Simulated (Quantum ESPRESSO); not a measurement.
## W3MoSe5S3 (one run as intended and one with a planted mistake)

Computed values, not a measurement. The program is pw.x of Quantum ESPRESSO 7.5 (plane-wave density functional theory). The cell is made up: 12 atoms on a layered 2H lattice, with randomly drawn elements, strain and displacements, not relaxed. PseudoDojo standard norm-conserving files (v0.5 for PBE, v0.4.1 for LDA and PBEsol) set the functional; there is no spin polarisation, spin-orbit coupling or dispersion term, and the masses in the input are unused placeholders.

Intended input:

```
&control calculation='scf', pseudo_dir='./dojo.nc.sr.pbe.v0_5.standard.upf', outdir='./o', disk_io='low', tprnfor=.true., tstress=.true. /
&system ibrav=0, nat=12, ntyp=4, nbnd=83, ecutwfc=85.99341389, nosym=.true., tot_charge=0,
 occupations='smearing', smearing='fd', degauss=0.0018374661
/
&electrons conv_thr=7.350e-09, electron_maxstep=60, /
ATOMIC_SPECIES
Mo 1.0 Mo.upf
S 1.0 S.upf
Se 1.0 Se.upf
W 1.0 W.upf
CELL_PARAMETERS angstrom
3.3029 0.0 0.0
0.0 5.7208 0.0
0.0 0.0 13.1788
ATOMIC_POSITIONS angstrom
W -0.0009 1.9392 3.3393
Mo 1.6847 0.9775 9.895
W 1.6362 4.7813 3.2771
W 0.017 3.7448 9.8987
Se -0.0275 1.8966 8.2572
S 0.0136 1.9523 11.534
Se 1.6421 0.9649 1.5947
S 1.6051 0.8822 5.0128
Se 1.7279 4.7745 8.2549
S 1.651 4.81 11.5448
Se -0.0455 3.8251 1.6278
Se -0.0548 3.8263 4.9635
K_POINTS automatic
7 4 2 1 1 1
```

The log is shortened where brackets say so; the opening notice, blank lines, dates and the lines on written files are dropped, and the path of the files is cut. It prints rydbergs, bohrs and kilobars, and counts compression as positive stress. Where no state is partly filled, the Fermi energy that it prints is only some level between the filled and the empty states on the mesh, and need not lie in the true gap.

Log of the intended run:

```
     Program PWSCF v.7.5
     Parallel version (MPI & OpenMP), running on       4 processor cores
     Number of MPI processes:                 4
     Threads/MPI process:                     1
     [start-up lines left out]
     bravais-lattice index     =            0
     lattice parameter (alat)  =       6.2416  a.u.
     unit-cell volume          =    1680.4464 (a.u.)^3
     number of atoms/cell      =           12
     number of atomic types    =            4
     number of electrons       =       154.00
     number of Kohn-Sham states=           83
     kinetic-energy cutoff     =      85.9934  Ry
     charge density cutoff     =     343.9737  Ry
     scf convergence threshold =      7.3E-09
     mixing beta               =       0.7000
     number of iterations used =            8  plain     mixing
     Exchange-correlation= PBE
                           (   1   4   3   4   0   0   0)
     [axes and pseudopotential details left out]
   Cartesian axes
     site n.     atom                  positions (alat units)
         1        W      tau(   1) = (  -0.0002725   0.5871204   1.0110206  )
         2        Mo     tau(   2) = (   0.5100669   0.2959520   2.9958521  )
         3        W      tau(   3) = (   0.4953828   1.4476066   0.9921887  )
         4        W      tau(   4) = (   0.0051470   1.1337915   2.9969724  )
         5        Se     tau(   5) = (  -0.0083260   0.5742227   2.4999849  )
         6        S      tau(   6) = (   0.0041176   0.5910866   3.4920827  )
         7        Se     tau(   7) = (   0.4971692   0.2921372   0.4828181  )
         8        S      tau(   8) = (   0.4859669   0.2670986   1.5176966  )
         9        Se     tau(   9) = (   0.5231463   1.4455479   2.4992885  )
        10        S      tau(  10) = (   0.4998638   1.4562960   3.4953526  )
        11        Se     tau(  11) = (  -0.0137758   1.1581035   0.4928396  )
        12        Se     tau(  12) = (  -0.0165915   1.1584668   1.5027703  )
     number of k points=    28  Fermi-Dirac smearing, width (Ry)=  0.0018
                       cart. coord. in units 2pi/alat
        k(    1) = (   0.0714286   0.0721687   0.0626556), wk =   0.0714286
        k(    2) = (   0.0714286   0.0721687  -0.0626556), wk =   0.0714286
     [further k points left out]
     Dense  grid:   181073 G-vectors     FFT dimensions: (  40,  64, 150)
     Estimated max dynamical RAM per process >     567.11 MB
     Estimated total dynamical RAM >       2.09 GB
     Initial potential from superposition of free atoms
     starting charge     153.9966, renormalised to     154.0000
     Starting wfcs are   97 randomized atomic wfcs
     total cpu time spent up to now is        9.3 secs
     per-process dynamical memory:   407.7 Mb
     Self-consistent Calculation
     iteration #  1     ecut=    85.99 Ry     beta= 0.70
     Davidson diagonalization with overlap
     ethr =  1.00E-02,  avg # of iterations =  2.0
     Threshold (ethr) on eigenvalues was too large:
     Diagonalizing with lowered threshold
     Davidson diagonalization with overlap
     ethr =  5.23E-04,  avg # of iterations =  2.1
     total cpu time spent up to now is       48.3 secs
     total energy              =   -1874.12932707 Ry
     estimated scf accuracy    <       0.83253164 Ry
     iteration #  2     ecut=    85.99 Ry     beta= 0.70
     Davidson diagonalization with overlap
     ethr =  5.41E-04,  avg # of iterations =  9.3
     total cpu time spent up to now is       79.9 secs
     total energy              =   -1872.51067287 Ry
     estimated scf accuracy    <      22.11898171 Ry
     [iterations 3 to 19 left out]
     iteration # 20     ecut=    85.99 Ry     beta= 0.70
     Davidson diagonalization with overlap
     ethr =  2.64E-11,  avg # of iterations =  2.8
     total cpu time spent up to now is      491.0 secs
     total energy              =   -1874.59248535 Ry
     estimated scf accuracy    <          8.0E-09 Ry
     iteration # 21     ecut=    85.99 Ry     beta= 0.70
     Davidson diagonalization with overlap
     ethr =  5.18E-12,  avg # of iterations =  5.4
     total cpu time spent up to now is      512.2 secs
     End of self-consistent calculation
     [lines on levels left out]
     the Fermi energy is    11.8613 ev
!    total energy              =   -1874.59248535 Ry
     estimated scf accuracy    <          2.7E-09 Ry
     smearing contrib. (-TS)   =      -0.00000000 Ry
     internal energy E=F+TS    =   -1874.59248535 Ry
     The total energy is F=E-TS. E is the sum of the following terms:
     one-electron contribution =   -1101.33915407 Ry
     hartree contribution      =     597.29675659 Ry
     xc contribution           =    -380.86747437 Ry
     ewald contribution        =    -989.68261350 Ry
     convergence has been achieved in  21 iterations
     Forces acting on atoms (cartesian axes, Ry/au):
     atom    1 type  4   force =    -0.01537810   -0.06708108    0.02052143
     atom    2 type  1   force =    -0.02610758   -0.00763497    0.09111074
     atom    3 type  4   force =    -0.02286454    0.02708378    0.04178427
     atom    4 type  4   force =     0.01429032    0.06085306    0.08841508
     atom    5 type  3   force =     0.02375605   -0.00520391   -0.03832633
     atom    6 type  2   force =     0.00322235   -0.01645719   -0.05570516
     atom    7 type  3   force =     0.00216044    0.01469149    0.02665581
     atom    8 type  2   force =     0.00997844    0.02763417   -0.09087260
     atom    9 type  3   force =    -0.02126391   -0.01007632   -0.00916709
     atom   10 type  2   force =     0.00545146   -0.02139751   -0.07528738
     atom   11 type  3   force =     0.01281081   -0.00816808   -0.01041691
     atom   12 type  3   force =     0.01394426    0.00575658    0.01128815
     Total force =     0.227837     Total SCF correction =     0.000371
     Computing stress (Cartesian axis) and pressure
          total   stress  (Ry/bohr**3)                   (kbar)     P=      -32.81
  -0.00023785  -0.00001213   0.00002636          -34.99       -1.78        3.88
  -0.00001213  -0.00018601   0.00000621           -1.78      -27.36        0.91
   0.00002636   0.00000621  -0.00024526            3.88        0.91      -36.08
     init_run     :      8.55s CPU      8.87s WALL (       1 calls)
     electrons    :    495.18s CPU    502.94s WALL (       1 calls)
     forces       :      4.03s CPU      4.08s WALL (       1 calls)
     stress       :     13.63s CPU     13.91s WALL (       1 calls)
     [timing details left out]
     PWSCF        :   8m41.90s CPU   8m50.43s WALL
     JOB DONE.
```

A second run has one planted mistake: the plane-wave cutoff is too low. The input lines that differ, file-writing options aside:

```
- &system ibrav=0, nat=12, ntyp=4, nbnd=83, ecutwfc=85.99341389, nosym=.true., tot_charge=0,
+ &system ibrav=0, nat=12, ntyp=4, nbnd=83, ecutwfc=50.12607545, nosym=.true., tot_charge=0,
```

Its log:

```
     Program PWSCF v.7.5
     Parallel version (MPI & OpenMP), running on       4 processor cores
     Number of MPI processes:                 4
     Threads/MPI process:                     1
     [start-up lines left out]
     bravais-lattice index     =            0
     lattice parameter (alat)  =       6.2416  a.u.
     unit-cell volume          =    1680.4464 (a.u.)^3
     number of atoms/cell      =           12
     number of atomic types    =            4
     number of electrons       =       154.00
     number of Kohn-Sham states=           83
     kinetic-energy cutoff     =      50.1261  Ry
     charge density cutoff     =     200.5043  Ry
     scf convergence threshold =      7.3E-09
     mixing beta               =       0.7000
     number of iterations used =            8  plain     mixing
     Exchange-correlation= PBE
                           (   1   4   3   4   0   0   0)
     [axes and pseudopotential details left out]
   Cartesian axes
     site n.     atom                  positions (alat units)
         1        W      tau(   1) = (  -0.0002725   0.5871204   1.0110206  )
         2        Mo     tau(   2) = (   0.5100669   0.2959520   2.9958521  )
         3        W      tau(   3) = (   0.4953828   1.4476066   0.9921887  )
         4        W      tau(   4) = (   0.0051470   1.1337915   2.9969724  )
         5        Se     tau(   5) = (  -0.0083260   0.5742227   2.4999849  )
         6        S      tau(   6) = (   0.0041176   0.5910866   3.4920827  )
         7        Se     tau(   7) = (   0.4971692   0.2921372   0.4828181  )
         8        S      tau(   8) = (   0.4859669   0.2670986   1.5176966  )
         9        Se     tau(   9) = (   0.5231463   1.4455479   2.4992885  )
        10        S      tau(  10) = (   0.4998638   1.4562960   3.4953526  )
        11        Se     tau(  11) = (  -0.0137758   1.1581035   0.4928396  )
        12        Se     tau(  12) = (  -0.0165915   1.1584668   1.5027703  )
     number of k points=    28  Fermi-Dirac smearing, width (Ry)=  0.0018
                       cart. coord. in units 2pi/alat
        k(    1) = (   0.0714286   0.0721687   0.0626556), wk =   0.0714286
        k(    2) = (   0.0714286   0.0721687  -0.0626556), wk =   0.0714286
     [further k points left out]
     Dense  grid:    80577 G-vectors     FFT dimensions: (  30,  50, 120)
     Estimated max dynamical RAM per process >     258.45 MB
     Estimated total dynamical RAM >     974.77 MB
     Initial potential from superposition of free atoms
     starting charge     153.9966, renormalised to     154.0000
     Starting wfcs are   97 randomized atomic wfcs
     total cpu time spent up to now is        4.6 secs
     per-process dynamical memory:   188.0 Mb
     Self-consistent Calculation
     iteration #  1     ecut=    50.13 Ry     beta= 0.70
     Davidson diagonalization with overlap
     ethr =  1.00E-02,  avg # of iterations =  2.0
     Threshold (ethr) on eigenvalues was too large:
     Diagonalizing with lowered threshold
     Davidson diagonalization with overlap
     ethr =  7.26E-04,  avg # of iterations =  1.9
     total cpu time spent up to now is       20.3 secs
     total energy              =   -1869.78439878 Ry
     estimated scf accuracy    <       1.16318483 Ry
     iteration #  2     ecut=    50.13 Ry     beta= 0.70
     Davidson diagonalization with overlap
     ethr =  7.55E-04,  avg # of iterations =  8.6
     total cpu time spent up to now is       32.8 secs
     total energy              =   -1867.94591774 Ry
     estimated scf accuracy    <      22.48363113 Ry
     [iterations 3 to 21 left out]
     iteration # 22     ecut=    50.13 Ry     beta= 0.70
     Davidson diagonalization with overlap
     ethr =  9.99E-11,  avg # of iterations =  2.1
     total cpu time spent up to now is      215.3 secs
     total energy              =   -1870.27170503 Ry
     estimated scf accuracy    <       0.00000007 Ry
     iteration # 23     ecut=    50.13 Ry     beta= 0.70
     Davidson diagonalization with overlap
     ethr =  4.26E-11,  avg # of iterations =  4.9
     total cpu time spent up to now is      223.5 secs
     End of self-consistent calculation
     [lines on levels left out]
     the Fermi energy is    11.8652 ev
!    total energy              =   -1870.27170504 Ry
     estimated scf accuracy    <          5.0E-09 Ry
     smearing contrib. (-TS)   =      -0.00000000 Ry
     internal energy E=F+TS    =   -1870.27170504 Ry
     The total energy is F=E-TS. E is the sum of the following terms:
     one-electron contribution =   -1092.58582755 Ry
     hartree contribution      =     590.98320424 Ry
     xc contribution           =    -378.98646822 Ry
     ewald contribution        =    -989.68261350 Ry
     convergence has been achieved in  23 iterations
     Forces acting on atoms (cartesian axes, Ry/au):
     atom    1 type  4   force =    -0.01550212   -0.06795664    0.02142943
     atom    2 type  1   force =    -0.02618089   -0.00779378    0.09164347
     atom    3 type  4   force =    -0.02320208    0.02780138    0.04232937
     atom    4 type  4   force =     0.01430919    0.06118261    0.08996387
     atom    5 type  3   force =     0.02482973   -0.00551086   -0.03987985
     atom    6 type  2   force =     0.00312817   -0.01635978   -0.05582253
     atom    7 type  3   force =     0.00191048    0.01454246    0.02630811
     atom    8 type  2   force =     0.00985446    0.02788517   -0.09155026
     atom    9 type  3   force =    -0.02187034   -0.01011724   -0.01039931
     atom   10 type  2   force =     0.00531813   -0.02148914   -0.07540467
     atom   11 type  3   force =     0.01332823   -0.00793386   -0.01076827
     atom   12 type  3   force =     0.01407702    0.00574969    0.01215064
     Total force =     0.230220     Total SCF correction =     0.000302
     Computing stress (Cartesian axis) and pressure
          total   stress  (Ry/bohr**3)                   (kbar)     P=    -2387.31
  -0.01624938  -0.00001286   0.00002601        -2390.37       -1.89        3.83
  -0.00001286  -0.01618285   0.00000666           -1.89    -2380.58        0.98
   0.00002601   0.00000666  -0.01625358            3.83        0.98    -2390.98
     init_run     :      4.33s CPU      4.45s WALL (       1 calls)
     electrons    :    215.28s CPU    218.96s WALL (       1 calls)
     forces       :      1.79s CPU      1.79s WALL (       1 calls)
     stress       :      6.15s CPU      6.15s WALL (       1 calls)
     [timing details left out]
     PWSCF        :   3m47.70s CPU   3m51.58s WALL
     JOB DONE.
```

```
                                            intended run  run with the mistake
                          free energy (eV)    -25505.130            -25446.343
                    smearing term -TS (eV)        0.0000                0.0000
                            pressure (GPa)         -3.28               -238.73
            largest force component (eV/Å)         2.343                 2.356
largest change of a force component (eV/Å)                               0.040
                                iterations            21                    23
```

For scale, a rerun of the intended cell at a cutoff of 1467 eV and k mesh 9 x 6 x 4 moved values by no more than 0.004 eV in energy, 0.02 GPa in stress and 0.003 eV/Å in force.